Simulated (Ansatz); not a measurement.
Magnetovolume behaviour of Eu (Im-3m)

The reference geometry is a structure as deposited in COD; nothing is relaxed.

Settings: PBE, 10×10×10 k mesh, Fermi–Dirac smearing of 0.05 eV. PAW means Ansatz 0.2.0 on its default frozen-core files; LAPW is all-electron LAPW in Ansatz 0.2.0. Site moments are integrated in spheres about the atoms, whose radii differ between the methods.

Input of the first run:

```yaml
crystal:
  lattice:
    - [-2.303, 2.303, 2.303]
    - [2.303, -2.303, 2.303]
    - [2.303, 2.303, -2.303]
  atoms:
    - { symbol: Eu, position: [0.0, 0.0, 0.0], spin: 7.0 }
magnetization:
  spin_polarized: true
kpoints:
  mp_grid: { grid: [10, 10, 10] }
scf:
  occupations: { method: fermi_dirac, width: 0.05 }
hamiltonian:
  xc: pbe
  pseudopotentials: { kind: paw }
output:
  forces: true
  stress: true
  eigenvalues: true
  populations: true
```

Command: `ansatz run input.yaml --threads 1 --pin off --max-ram 3072MiB --backend cpu --events-out ev --progress --plain --runs-dir out`

The input for «volume scaled by 1.1» by LAPW differs from it in these lines, output keys apart:

```diff
-    - [-2.303, 2.303, 2.303]
-    - [2.303, -2.303, 2.303]
-    - [2.303, 2.303, -2.303]
+    - [-2.3773411059, 2.3773411059, 2.3773411059]
+    - [2.3773411059, -2.3773411059, 2.3773411059]
+    - [2.3773411059, 2.3773411059, -2.3773411059]
-  pseudopotentials: { kind: paw }
+  pseudopotentials: { kind: all_electron, lapw: { basis_error: 0.0005 } }
```

The cell shown is scaled evenly to other volumes, and every spin-polarised run starts from the same moments.

The search for lower states is left at its default.

| V/V₀ | Å³/atom | M PAW (μB/cell) | M LAPW (μB/cell) | largest site moment, PAW (μB) | P PAW (GPa) | P LAPW (GPa) | F − F(unpolarised), PAW (meV/atom) |
| --- | --- | --- | --- | --- | --- | --- | --- |
| 0.66 | 32.25 | 7.19 | 7.19 | 6.92 | 6.0 | 6.1 | -6817 |
| 0.74 | 36.16 | 7.24 | – | 6.97 | 2.8 | – | -6995 |
| 0.8 | 39.09 | 7.26 | 7.26 | 7.00 | 1.2 | 1.2 | -7093 |
| 0.86 | 42.02 | 7.31 | – | 7.04 | 0.0 | – | -7174 |
| 0.92 | 44.95 | 7.36 | 7.35 | 7.07 | -0.8 | -0.7 | -7243 |
| 0.96 | 46.90 | 7.39 | 7.38 | 7.10 | -1.2 | -1.2 | -7284 |
| 1 | 48.86 | 7.41 | 7.40 | 7.11 | -1.6 | -1.5 | ? |
| 1.04 | 50.81 | 7.41 | – | 7.13 | -1.9 | – | -7356 |
| 1.1 | 53.74 | 7.41 | 7.40 | 7.13 | -2.3 | -2.2 | ? |
| 1.25 | 61.07 | 7.36 | – | 7.14 | ? | – | -7494 |

Question: Fill in "F − F(unpolarised), PAW (meV/atom)" for the row "1".

Answer: -7322.

Question: Fill in "F − F(unpolarised), PAW (meV/atom)" for the row "1.1".

Answer: -7402.

Question: What belongs in the row "1.25", column "P PAW (GPa)"?

Answer: -2.8.

The moments survive down to the smallest volume, V/V₀ = 0.66 at 6 GPa, where the largest is 6.92 μB.

Question: Fit a third-order Birch–Murnaghan equation to the PAW pressures of the magnetic runs between 0.85 and 1.11 V₀. What are the zero-pressure volume and bulk modulus?

Answer: V = 42.12 Å³/atom (0.862 V₀), B = 13 GPa, B′ = 2.8, with a worst miss of 0.01 GPa. Cell shape and inner coordinates are held, so these aren't the relaxed crystal's values unless symmetry fixes them.

Without U a semilocal functional puts the f levels too near the Fermi level, which can change moments and the order of magnetic states; site and cell moments are spin moments.  Spin–orbit coupling is left out although heavy atoms are present. With open f shells a run can end in a state that isn't the lowest. These are results for the start and cell typed. The real compound can order otherwise, in a larger cell, or not at all, since semilocal functionals at zero temperature often overstate magnetism.
